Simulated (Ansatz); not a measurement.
Values for one crystal, relaxed and computed with plane-wave PAW PBE+D3(BJ) (Ansatz code); other levels are named.

- Volume per atom: 21.85 Å³
- Electronic character: metallic (no gap)
- Bulk modulus (Birch–Murnaghan fit): 112 GPa
- Density of states at the Fermi level: 0.69 states/eV per atom (mean over ±0.08 eV)
- Mechanical stability: stable (all eigenvalues of C positive)
- Hill bulk and shear moduli: 112 and 54.6 GPa
- Young's modulus: 141 GPa

Q: Which of these materials gives this?
A. Li, bcc (W type)
B. Hf, hcp (Mg type)
C. Rh, fcc (Cu type)
D. Cs, bcc (W type)

A: B, Hf, hcp (Mg type)

Space group P6_3/mmc (hcp (Mg type)). The cell was relaxed with PBE+D3(BJ) under the symmetry of its start. The run is not spin-polarised. The pairwise dispersion correction was not fitted to metals. As this level gives no gap, shear constants depend on the k-mesh and smearing (Fermi–Dirac, 0.1 eV here). Scalar-relativistic: spin–orbit coupling is off unless named, which matters more the heavier the elements.

Potentials: the later of the program's two PAW sets.
